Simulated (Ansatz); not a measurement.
K3P (space group P6_3/mmc)

```xyz
8
Lattice="5.6746 0.0000 0.0000 -2.8373 4.9143 0.0000 0.0000 0.0000 10.0338" Properties=species:S:1:pos:R:3 pbc="T T T"
K      0.0000     3.2762     5.8283
K      2.8373     1.6381     4.2055
K      2.8373     1.6381     0.8114
K      0.0000     3.2762     9.2224
K      0.0000     0.0000     7.5254
K      0.0000     0.0000     2.5085
P      2.8373     1.6381     7.5254
P      0.0000     3.2762     2.5085
```

Equation-of-state scan: isotropic scaling of the cell above, V₀ being its volume. The atoms relax within the cell's symmetry.

Calculation: r2SCAN (plane waves to 500 eV, PAW, scalar-relativistic; Ansatz, a first-principles code). k mesh 7×7×4 (Γ-centred), Fermi-Dirac smearing 0.05 eV. E stands for the smeared free energy. Stress and pressure are positive under compression. K3P was relaxed with its symmetry unable to fall. ΔE is measured from the relaxed starting cell.

```
V (Å³/atom)     P (GPa)  ΔE (eV/atom)
-----------  ----------  ------------
29.380             4.01        0.0602
30.499             2.91        0.0361
31.618             1.99        0.0191
32.738             1.21        0.0080
33.857             0.56    (withheld)
34.976             0.00        0.0000
36.095            -0.47    (withheld)
37.215            -0.86        0.0063
38.334            -1.19        0.0135
39.453       (withheld)        0.0229
40.572            -1.71        0.0340
```

### Question
Fill in the missing entries.

### Answer

- 33.857, ΔE (eV/atom): 0.0019
- 36.095, ΔE (eV/atom): 0.0017
- 39.453, P (GPa): -1.48

(A scan under strain: stresses follow from slopes of the energy per volume, elastic moduli from its curvatures.)
